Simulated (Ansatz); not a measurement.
Response properties of CdPd (P4/mmm)

Conventional cell: a = 3.001 Å, b = 3.001 Å, c = 3.658 Å, α = 90.00°, β = 90.00°, γ = 90.00°. Around Cd (atom 1) lie 8 Pd at 2.80 Å and 4 Cd at 3.00 Å. Pd (atom 2) has 8 Cd at 2.80 Å and 4 Pd at 3.00 Å as nearest neighbours.

Ansatz runs use the cell relaxed by PAW under their functional.

What do its conduction electrons give? (PBEsol, all-electron LAPW in Ansatz 0.2.0, scalar-relativistic; a = 3.001, c = 3.658 Å; k mesh 12×12×10, fine mesh 20×20×16, Fermi-Dirac smearing of 0.100 eV, basis error target 1 meV/atom)

Fermi-surface sums: N(E_F) = 0.24 states/eV/atom, ħω_p (r.m.s. of x, y, z) = 6.9 eV, Fermi speed = 1.08×10⁶ m/s.

How stiff is it? (PBEsol, all-electron LAPW in Ansatz 0.2.0, scalar-relativistic; a = 3.000, c = 3.659 Å; k mesh 14×14×12, strains of ±0.003, Fermi-Dirac smearing of 0.050 eV, basis error target 1 meV/atom)

Elastic moduli (Hill averages, relaxed ions; θ_D from sound speeds over directions): B = 138 GPa, G = 50.5 GPa, C11 = 199 GPa, C33 = 169 GPa, C44 = 78.7 GPa, ν = 0.337, θ_D = 279 K.

How does it vibrate? (PBEsol, PAW on Ansatz 0.2.0's default frozen-core files (fitted under PBE), scalar-relativistic; a = 3.001, c = 3.658 Å; k mesh 12×12×10, Fermi-Dirac smearing of 0.050 eV, cutoff 420 eV; q mesh 2×2×2)

Harmonic phonons by finite displacements (negative means unstable): highest mode = 195 cm⁻¹, lowest at X = 103 cm⁻¹, lowest at M = 94.3 cm⁻¹, lowest at Z = 104 cm⁻¹, lowest at R = 47.8 cm⁻¹, lowest at A = 122 cm⁻¹, lowest optical at Γ = 150 cm⁻¹, highest at Γ = 186 cm⁻¹.

Keep in mind: these sums move with the mesh, by several per cent and more for small sheets (Fermi surface); responses of metals move with mesh and smearing (moduli, phonons); the softest shear constant rests on one k mesh, and a soft shear can herald a distortion on cooling (moduli); elastic stability says nothing of phonons or of other phases (moduli); frozen-core PAW files fitted under PBE, their cores solved anew for the functional of the run (phonons).
